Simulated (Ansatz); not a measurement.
**Profile along the Sc–Sc line in Sc (hcp, Mg type)**

Sc (hcp, Mg type), conventional cell a = b = 3.319 Å, c = 5.166 Å, α = β = 90.00°, γ = 120.00°. The calculation uses the primitive cell of 2 atoms, to which meshes and values per cell refer.

Fields along a shortest Sc–Sc line of a (1 -1 0 0) plane (3.32 Å), from Sc to Sc, interpolated on the slice's grid (step about 0.2 Å). The numbers are results of PBE (plane waves to 420 eV, PAW, scalar-relativistic; Ansatz, a first-principles code), not measurements. k mesh 16×16×9. These are valence fields of a PAW run, semicore shells included where kept as valence: close to a nucleus they are smooth pseudo fields. Sc is run without spin polarisation. Sc was relaxed with its symmetry unable to fall.

```csv
distance from Sc (Å),valence electron density (e/Å³),electron localisation function
0.00,7.43,x
0.17,7.38,x
0.33,6.56,x
0.50,4.61,x
0.66,2.37,0.74
0.83,0.91,0.51
1.00,0.35,0.22
1.16,0.17,0.09
1.33,0.13,0.12
1.49,0.12,0.23
1.66,0.11,0.28
1.83,0.12,0.23
1.99,0.13,0.12
2.16,0.17,0.09
2.32,0.35,0.22
2.49,0.91,0.51
2.66,2.37,0.74
2.82,4.61,x
2.99,6.56,x
3.15,7.38,x
3.32,7.43,x
```

x: too close to a nucleus for the ELF to mean much.

Density on the Sc–Sc line (3.32 Å) at its midpoint: 0.11 e/Å³. ELF at that point: 0.3.
